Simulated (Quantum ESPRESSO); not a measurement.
## Si3O4NF (convergence and cost over cutoff and k mesh)

Computed values, not a measurement. The program is pw.x of Quantum ESPRESSO 7.5 (plane-wave density functional theory). The cell is made up: 9 atoms on a quartz lattice, with randomly drawn elements, strain and displacements, not relaxed. PseudoDojo standard norm-conserving files (v0.5 for PBE, v0.4.1 for LDA and PBEsol) set the functional; there is no spin polarisation, spin-orbit coupling or dispersion term, and the masses in the input are unused placeholders.

Input of the run in row 4:

```
&control calculation='scf', pseudo_dir='./dojo.nc.sr.pbe.v0_5.standard.upf', outdir='./o', disk_io='low', tprnfor=.true., tstress=.true. /
&system ibrav=0, nat=9, ntyp=4, nbnd=30, ecutwfc=84.00895049, nosym=.true., tot_charge=0,
 occupations='smearing', smearing='fd', degauss=0.0018374661
/
&electrons conv_thr=7.350e-09, electron_maxstep=60, /
ATOMIC_SPECIES
F 1.0 F.upf
N 1.0 N.upf
O 1.0 O.upf
Si 1.0 Si.upf
CELL_PARAMETERS angstrom
5.0397 0.0 0.0
-2.5198 4.3645 0.0
0.0 0.0 5.5316
ATOMIC_POSITIONS angstrom
Si 2.3315 -0.0185 3.6723
Si -1.1335 2.044 1.8335
Si 1.3311 2.3048 0.0153
O 1.3937 1.1637 4.3604
O 3.3133 0.6749 2.4832
N 2.8488 2.5631 0.6416
O 0.3193 1.7726 1.1597
O -1.126 3.2296 3.0625
F 0.7919 3.704 4.8541
K_POINTS automatic
5 5 4 1 1 1
```

The same cell was run at these settings. Meshes are shifted by half a step, and differences are from the last row, which is itself not exact.

```
cutoff (eV)     k mesh  k points solved  threshold (eV)  free energy less the last row's (eV)  pressure (GPa)  largest stress difference (GPa)  largest force difference (eV/Å)  iterations  wall time (s)  k-point pools                  processor
        800  2 x 2 x 2                4           1e-04                                 0.910          -10.04                             8.66                            0.024           9              9              4  Intel Xeon, 2023 or later
       1143  1 x 1 x 1                1           1e-07                                -0.097           -1.19                             1.36                            0.897          12             14              4  Intel Xeon, 2023 or later
        592  5 x 5 x 4               50           1e-07                                 9.704          -49.39                            48.32                            0.218          11             23              4  Intel Xeon, 2023 or later
       1143  5 x 5 x 4               50           1e-07                                 0.002           -1.44                             0.02                            0.001          12             64              4  Intel Xeon, 2023 or later
       1437  7 x 7 x 6              147           1e-07                                 0.000           -1.42                             0.00                            0.000          12            317              4  Intel Xeon, 2023 or later
```

Each pool is one process. Wall times include start-up and a band step at six k points, which weighs most on the coarsest meshes. The runs were on shared virtual cores whose load varied, so times are rough.